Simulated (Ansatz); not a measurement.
**Electron–phonon coupling and T_c of TaTc — Ansatz, plane waves and PAW**

Space group Pm-3m (No. 221), 2 atoms in the cell of the first input below: a = 3.152 Å, b = 3.152 Å, c = 3.152 Å, α = 90.00°, β = 90.00°, γ = 90.00°.

The structure is a measured one, not always of the ambient phase, relaxed without spin–orbit coupling to zero pressure (pressure 0.0 GPa with this functional, without spin–orbit coupling). Functional: PBEsol.

Input:

```yaml
crystal:
  lattice:
    - [3.1521925425, 0.0, 0.0]
    - [0.0, 3.1521925425, 0.0]
    - [0.0, 0.0, 3.1521925425]
  atoms:
    - { symbol: Ta, position: [0.0, 0.0, 0.0] }
    - { symbol: Tc, position: [0.5, 0.5, 0.5] }
basis:
  ecutwfc: 600
  ecutrho_ratio: 5
kpoints:
  mp_grid: { grid: [10, 10, 10] }
hamiltonian:
  xc: pbesol
scf:
  occupations: { method: methfessel_paxton, width: 0.2 }
output: {}
phonons:
  supercell: [2, 2, 2]
  qpath:
    path:
      - [[0.0, 0.0, 0.0], [0.0, 0.5, 0.0], [0.5, 0.5, 0.0], [0.0, 0.0, 0.0], [0.5, 0.5, 0.5], [0.0, 0.5, 0.0]]
      - [[0.5, 0.5, 0.5], [0.5, 0.5, 0.0]]
    npoints: 6
  electrical_resistivity: { mesh: [20, 20, 20], temperatures: [50, 100, 200, 300, 500] }
  superconductivity: { mesh: [20, 20, 20], eliashberg_equations: false }
  masses: [{ species: Tc, mass: 98.0 }]
```

```bash
ansatz run input.yaml --threads 8 --pin off --max-ram 15360MiB --backend cpu --events-out ev --progress --plain --runs-dir out
```

Time: 31 s on 8 threads of AMD EPYC 7R43 64-Core Processor (Zen 3), with other jobs on the host, peak memory 3 GiB.

On the finest mesh λ = 0.1384, ω_log = 20.938 meV, N(E_F) = 0.244 states per eV, spin and cell. λ by mesh: 20×20×20 0.138, 10×10×10 0.134, 5×5×5 0.200. ω_log by mesh: 20.94, 21.01, 22.42 meV.

What T_c does McMillan's formula in the Allen–Dynes form give for μ* = 0.10?

T_c = (ω_log/1.2) exp[−1.04(1+λ)/(λ − μ*(1+0.62λ))] = (242.98 K/1.2) × exp(−1.1839/0.0298) = a value under 10^-14 K, that is no superconductivity at this level.

Caveats: no spin-orbit coupling, which matters for these elements; small supercell, couplings not converged in it.
